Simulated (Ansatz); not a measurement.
This Be3As2 structure is the end of a relaxation. The cell was found from a structure generator's guess, not taken from experiment.

The calculation used DFT PBE, scalar-relativistic, plane waves, PAW in Ansatz. Cutoff 420 eV, Γ-centred mesh, Gaussian smearing, no spin polarisation.

```
Be As
1.0
     3.62806    0.00000    0.00000
    -1.81403    3.14199    0.00000
     0.00000    0.00000    6.01499
Be As
3 2
Direct
  0.66667 0.33333 0.89154
  0.00000 0.00000 0.50000
  0.33333 0.66667 0.10846
  0.33333 0.66667 0.73215
  0.66667 0.33333 0.26785
```

Formation energies are uncorrected and refer to the elements' standard structures at the same level.

(1) Find its symmetry and describe it.

(2) How far does it lie from the elements in energy?

(3) Is it a metal?

(4) From what recipe could a structure generator have reached it?

## Answers

(1) P-3m1 (No. 164), the anti-La2O3 (A sesquioxide) type. Conventional cell: a = 3.628 Å, c = 6.015 Å. Be on a site of symmetry 3m is surrounded by 4 As at 2.26–2.30 Å and 3 Be at 2.47 Å; Be on a site of symmetry -3m is surrounded by 6 As at 2.52 Å; As is surrounded by 4 Be at 2.26–2.30 Å and 3 Be at 2.52 Å.

(2) +0.06 eV/atom. A positive value: parting into the elements would lower its energy.

(3) Yes, bands cross the Fermi level on the 12×12×6 mesh.

(4) One such recipe: ordered vacancies on the anion sites of rock salt (P-3m1, No. 164). Other recipes can lead to the same cell.

The last run used a 12×12×6 mesh (in the run's order of axes) for its 5-atom cell and Gaussian smearing of 0.10 eV. The reference form of As is held partly by dispersion forces, which this level lacks. A structure relaxed within its symmetry needn't be a true minimum.
